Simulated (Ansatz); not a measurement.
Given:

TePd:
```
CELL_PARAMETERS angstrom
      1.94043    -5.36756     0.00000
      1.94043     5.36756     0.00000
      0.00000     0.00000     4.00067
ATOMIC_POSITIONS crystal
  Te 0.64157 0.35843 0.25000
  Pd 0.89589 0.10411 0.25000
  Te 0.35843 0.64157 0.75000
  Pd 0.10411 0.89589 0.75000
```

This is the r²SCAN-relaxed structure.

Problem. All from plane-wave PAW r²SCAN (Ansatz code), unless another level is named. Give the electronic character.

Solution. metallic (no gap).

Problem. Next, the density of states at the Fermi level?

Solution. 0.58 states/eV per atom (mean over ±0.08 eV).

Problem. Give the formation energy from the elements (no fitted shifts).

Solution. -231 meV/atom.

Space group Cmcm. The start of the workflow was typed in or built on a structure type; neither database checked (COD, Materials Project) lists it. COD files the formula under space group No. 194, so this cell is another polymorph or a model. Its standing as an ambient phase is unchecked. The r²SCAN relaxation kept the symmetry of its start; whether a distortion lowers the energy is not shown. No spin polarisation was allowed. The references are the lowest solids computed at this level, not always the standard phases. Spin–orbit coupling is left out wherever it is not named.

Potentials: the earlier of the program's two PAW sets.
